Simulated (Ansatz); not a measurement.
LiB3, in the lowest of the structures calculated here: P4/mbm (No. 127), tP16; a = b = 5.959 Å, c = 4.145 Å, α = β = γ = 90.00°; Li 4h (0.320, 0.180, 0.500); B 4e (0.000, 0.000, 0.294); B 8i (0.133, 0.164, 0.000). The numbers are results of r2SCAN (plane waves to 500 eV, PAW, scalar-relativistic; Ansatz, a first-principles code), not measurements. Element references, the lowest calculated here: Li (Fm-3m, not the ambient form), B (R-3m).

Total energies (eV/atom, σ → 0; comparable only within this code, potentials and settings):

| phase | E (eV/atom) |
|---|---|
| LiB3 (P4/mbm) | -168.974 |
| Li (Fm-3m) | -205.137 |
| B (R-3m) | -156.554 |

Question: What is the formation energy of this P4/mbm form of LiB3 from the elements?

Answer: E_f = -168.974 − [1 × (-205.137) + 3 × (-156.554)] / 4 = -0.27 eV/atom (-1.1 eV per formula unit).

Static energies, no anion corrections, no zero-point energy. Values are rounded to 0.01 eV/atom. The compounds carry no spin polarisation.
